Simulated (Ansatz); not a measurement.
**Question.** Name crystals whose computed values (HSE06 in the plane-wave PAW code Ansatz) fall in these windows: B₀ by P(V) fit (GPa) 58 to 86; gap (eV) 3.2 to 4.4.

**Answer.** 

```json
[
 {"crystal": "BaO2, MoSi2 or CaC2 type", "B₀ by P(V) fit (GPa)": "71.7", "gap (eV)": "3.72"},
 {"crystal": "BeSe, zinc blende", "B₀ by P(V) fit (GPa)": "80.8", "gap (eV)": "3.47"},
 {"crystal": "ZnS, wurtzite", "B₀ by P(V) fit (GPa)": "74.7", "gap (eV)": "3.35"},
 {"crystal": "BaO, NiAs type", "B₀ by P(V) fit (GPa)": "73.6", "gap (eV)": "3.81"},
 {"crystal": "BaO, rock salt", "B₀ by P(V) fit (GPa)": "75.4", "gap (eV)": "3.30"}
]
```
Others may fit too.

Not the usual ambient phase: BaO, NiAs type. Standing as an ambient phase not checked: BaO2, MoSi2 or CaC2 type. All cells were relaxed under the symmetry of their starts (and spin orders); stability against distortions was not tested throughout. Spin–orbit coupling is left out wherever it is not named.

Potentials: the later of the program's two PAW sets.
